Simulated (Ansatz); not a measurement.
Values for one crystal, relaxed and computed with r²SCAN (plane waves, PAW; program Ansatz); other levels are named.

| Property | Result |
|---|---|
| Volume per atom | 15.29 Å³ |
| Electronic character | metallic (no gap) |
| Elastic constants (relaxed ions, GPa) | C11 = 334, C12 = 240, C44 = 72.0 |
| Mechanical stability | stable (all eigenvalues of C positive) |
| Hill bulk and shear moduli | 272 and 60.5 GPa |
| Young's modulus | 169 GPa |
| Debye temperature from the elastic constants | 229 K |

Q: Which compound is it?
A) Cd, hcp (Mg type)
B) Pt, fcc (Cu type)
C) Au, fcc (Cu type)
D) Ba, bcc (W type)

A: B, Pt, fcc (Cu type)

Space group Fm-3m (fcc (Cu type)). Symmetry was held in the r²SCAN relaxation. The run is not spin-polarised. As this level gives no gap, shear constants depend on the k-mesh and smearing (Fermi–Dirac, 0.1 eV here). On the denser mesh and wider smearing of the elastic run this cell carries a stress of 0.3 GPa. Spin–orbit coupling is left out wherever it is not named.

Potentials: the later of the program's two PAW sets.
